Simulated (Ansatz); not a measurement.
## AlCu: a vibration from a frozen displacement

Theory: Ansatz 0.2.0, DFT PBEsol, scalar-relativistic, plane waves, PAW. Cutoff 420 eV, Γ-centred 16×16×16 k-points, Gaussian smearing of 0.15 eV. No spin polarisation. Energies are free energies at this smearing, counted from the undisturbed cell; pressure is positive in compression.

The starting cell (as given, not relaxed at this level; it stands at -4.8 GPa, and it needn't be the usual structure):

```
Al Cu
1.0
     2.99751    0.00000    0.00000
     0.00000    2.99751    0.00000
     0.00000    0.00000    2.99751
Al Cu
1 1
Cartesian
  0.0000 0.0000 0.0000
  1.4988 1.4988 1.4988
```

Every Al atom is moved by x along the Cartesian unit vector (-1.000, 0.000, 0.000); the cell and all other atoms stay fixed. The cell's volume is 26.93 Å³; the moved atoms weigh 26.982 u together and the others 63.546 u. Some rows repeat others by symmetry and weren't run.

```
  x (Å)  ΔE (meV/cell) total force on the moved atoms along the move (eV/Å) pressure (GPa)
-0.5000         460.80                                                1.8227          5.7827
-0.4375         353.53                                                1.6081          3.4121
-0.3750         259.97                                                1.3847          1.3010
-0.3125         180.55                                                1.1564         -0.5251
-0.2500         115.48                                                0.9253         -2.0508
-0.1875          64.90                                                0.6932         -3.2615
-0.1250          28.82                                                0.4615         -4.1394
-0.0625           7.20                                                0.2305         -4.6707
 0.0000           0.00                                                0.0000         -4.8484
 0.0625           7.20                                               -0.2305         -4.6707
 0.1250          28.82                                               -0.4615         -4.1394
 0.1875          64.90                                               -0.6932         -3.2615
 0.2500         115.48                                               -0.9253         -2.0508
 0.3125         180.55                                               -1.1564         -0.5251
 0.3750         259.97                                               -1.3847          1.3010
 0.4375         353.53                                               -1.6081          3.4121
 0.5000         460.80                                               -1.8227          5.7827
```

Question: What frequency belongs to this motion?

Answer: The force constant is k = −dF/dx = 3.688 eV/Å², from the parabola through x = -0.0625, 0 and 0.0625. In every cell the moved atoms swing against the rest, so the mass is μ = m₁m₂/(m₁ + m₂) = 18.940 u, and ν̃ = 521.5 cm⁻¹ × √(|k|/μ) = 230 cm⁻¹, at this cell's pressure of -4.8 GPa. To first order in x, and within 1 %, the force on every atom lies along the move and, within each of the two groups, in proportion to the atom's mass, so this is itself a mode at the zone centre of this cell.

Question: How far does the harmonic law reach?

Answer: At x = -0.500 Å, kx²/2 = 461.00 meV against the computed 460.80 meV (-0.0 %): the well is still close to harmonic there.

Question: The pressure changes with x². What does that say about the frequency under compression?

Answer: With E = k(V)x²/2, k ∝ V^(−2γ) and x scaling with the cell as V^(1/3), P − P0 = −∂E/∂V = (2γ − 2/3) ΔE/V. At x = 0.1250 Å, V(P − P0) = 26.93 × 0.70903 / 160.2 eV = 119.19 meV and ΔE = 28.82 meV, so γ = 1/3 + V(P − P0)/(2ΔE) = 2.40. This is the Grüneisen parameter of the motion under uniform scaling of the cell: shrinking the cell evenly by 1 % in volume raises the frequency by about 2.40 %.

In a metal these slopes depend on the k mesh and the smearing.